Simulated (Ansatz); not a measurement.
Starting cell, Sn (diamond):

```xyz
4
Lattice="0.0000 6.6554 6.6554 3.3277 3.3277 6.6554 3.3277 3.3277 0.0000" Properties=species:S:1:pos:R:3 pbc="T T T"
Sn     1.6638     8.3192     8.3192
Sn     1.6638     4.9915     4.9915
Sn     0.0000     0.0000     0.0000
Sn     3.3277     6.6554     9.9830
```

The atoms are displaced by Q × the pattern below (from a DFPT mode at X = (0.5, 0.5, 0.0), largest move 1; Q in Å), at fixed cell. It is one choice among 2 degenerate patterns. (q is in reciprocal vectors of the primitive cell; the cell shown is doubled to hold the pattern.)

```csv
atom,x,y,z
Sn1,0.000,0.000,-1.000
Sn2,0.000,0.000,1.000
```

Atoms not listed stay in place.

Level of theory: PBE (plane waves to 420 eV, PAW, scalar-relativistic; Ansatz, an electronic-structure program). k mesh 12×12×12 (Γ-centred), Fermi-Dirac smearing 0.05 eV. The energy includes the smearing's −TS. With partly filled bands, energies and forces of such displacements shift with the k mesh and the smearing. Sn was relaxed with its symmetry unable to fall. The relaxed volume of Sn is well above the measured one; the method has no dispersion term. ΔE is measured from the undisplaced structure.

| Q (Å) | ΔE (meV/cell) |
|---|---|
| -0.280 | 659 |
| -0.187 | 297 |
| -0.093 | 75 |
| 0.000 | 0 |
| 0.093 | 75 |
| 0.187 | 297 |
| 0.280 | 659 |

**Question.** Which DFPT wavenumber at X = (0.5, 0.5, 0.0) belongs to this mode?
(A) 140 cm⁻¹
(B) 166 cm⁻¹
(C) 37 cm⁻¹

**Answer.** A, 140 cm⁻¹. The curvature of the scan gives 141 cm⁻¹

(For displaced atoms, the force is minus the slope of the energy, and its curvature is a force constant, which sets phonon frequencies.)
